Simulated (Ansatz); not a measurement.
ZnCu2GeS4:
```cif
data_Cu2GeS4Zn
_chemical_formula_sum 'Cu2 Zn1 Ge1 S4'
_space_group_name_H-M_alt 'P 1'
_space_group_IT_number 1
_cell_length_a 6.43009
_cell_length_b 6.43009
_cell_length_c 6.43009
_cell_angle_alpha 131.645
_cell_angle_beta 131.645
_cell_angle_gamma 70.790
loop_
_space_group_symop_operation_xyz
  'x, y, z'
loop_
_atom_site_label
_atom_site_type_symbol
_atom_site_fract_x
_atom_site_fract_y
_atom_site_fract_z
_atom_site_occupancy
Cu1 Cu 0.00000 0.00000 0.00000 1
Cu2 Cu 0.75000 0.25000 0.50000 1
Zn1 Zn 0.25000 0.75000 0.50000 1
Ge1 Ge 0.50000 0.50000 0.00000 1
S1 S 0.63044 0.62067 0.49846 1
S2 S 0.12222 0.13199 0.50154 1
S3 S 0.37933 0.87778 0.00977 1
S4 S 0.86801 0.36956 0.99023 1
```

Relaxed with PBEsol.

Problem. Tabulate the valence density and the electron localisation function along the shortest Ge–S contact (2.26 Å), DFT-PBEsol in the program Ansatz with PAW potentials.

Solution. 

| distance from Ge (Å) | density (e/Å³) | ELF |
|---|---|---|
| 0.23 | 31.38 | 0.01 |
| 0.34 | 15.61 | 0.02 |
| 0.45 | 6.59 | 0.07 |
| 0.57 | 2.73 | 0.18 |
| 0.68 | 1.36 | 0.31 |
| 0.79 | 0.88 | 0.41 |
| 0.91 | 0.69 | 0.50 |
| 1.02 | 0.65 | 0.62 |
| 1.13 | 0.68 | 0.74 |
| 1.25 | 0.75 | 0.82 |
| 1.36 | 0.88 | 0.85 |
| 1.47 | 1.02 | 0.85 |
| 1.59 | 1.14 | 0.81 |
| 1.70 | 1.16 | 0.70 |
| 1.81 | 1.03 | 0.48 |
| 1.92 | 0.73 | 0.19 |
| 2.04 | 0.37 | 0.03 |

The density is the valence pseudo-density with augmentation charge, so density and ELF within about 1 Å of a nucleus are not all-electron values.

Space group I-4. The PBEsol relaxation kept the symmetry of its start. No spin polarisation was allowed.

Potentials: the later of the program's two PAW sets.
